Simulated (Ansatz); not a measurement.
Input and command of a plane-wave DFT calculation in Ansatz:

```yaml
crystal:
  lattice:
    - [3.256, 0.0, 0.0]
    - [0.0, 3.256, 0.0]
    - [0.0, 0.0, 3.256]
  atoms:
    - { symbol: Sc, position: [0.5, 0.5, 0.5191953317] }
    - { symbol: Cu, position: [0.0, 0.0, 0.0] }
basis:
  ecutwfc: 420
kpoints:
  mp_grid: { grid: [14, 14, 14] }
hamiltonian:
  xc: pbesol
scf:
  occupations: { method: gaussian, width: 0.15 }
output:
  forces: true
  stress: true
  eigenvalues: true
```

```bash
ansatz run input.yaml --threads 1 --pin off --max-ram 2560MiB --backend cpu --events-out ev --progress --plain --runs-dir out
```

Processor: Arm Neoverse V1, 1 thread, on a host shared with other jobs.

Problem. How long does it run, and how much memory does it take?

Solution. About 15 s on 1 thread of Arm Neoverse V1, on a shared host, peak memory 0.47 GiB. It solves 19 bands at 288 k points (the mesh reduced by symmetry) with about 691 plane waves, in 6 SCF iterations.
